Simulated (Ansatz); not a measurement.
**Stress against strain in TiC**

```
CELL_PARAMETERS angstrom
0.00000 2.16400 2.16400
2.16400 0.00000 2.16400
2.16400 2.16400 0.00000
ATOMIC_POSITIONS crystal
Ti 0.00000 0.00000 0.00000
C 0.50000 0.50000 0.50000
```

Atom numbers follow the list: Ti1, C2.

The cell comes from COD entry 9012564, which wasn't checked; take it as a given geometry.

All numbers below come from Ansatz 0.2.0, DFT, PBEsol, all-electron LAPW, scalar-relativistic.

The runs use a Γ-centred 16×16×16 k mesh, Fermi–Dirac smearing of 0.03 eV, basis error target 1 meV/atom, no spin polarisation.

The strain is applied along the Cartesian axes of the cell as listed (the other components stay zero). Fractional coordinates are held (clamped ions).

σ is the change of stress from the unstrained cell, which is at -6.20 GPa; tension is positive, so slopes are stress–strain coefficients at that pressure. In a metal the k mesh adds noise.

Only quantities that a quadratic follows smoothly over the whole series are listed; rougher ones are left out.

```
εxx = εyy  σzz (GPa)  σxx (GPa)
  -0.0300      -7.45     -22.13
  -0.0200      -4.97     -13.79
  -0.0100      -2.48      -6.45
   0.0000       0.00       0.00
   0.0200       4.46      10.78
   0.0300       6.40      15.26
```

(1) Fit the series and read off the stiffness at zero strain.

(2) One run, at εxx = εyy = 0.0100, is withheld. Predict its row.

Results:

(1) Least-squares fits y = p0 + p1 x + p2 x² to the rows give σzz (GPa): p1 = 233, p2 = -530; σxx (GPa): p1 = 620, p2 = -3900. So 2 C12 = 233 GPa and C11 + C12 = 620 GPa.

(2) The fits give 2.23, 5.87; the run gave 2.33, 5.71.
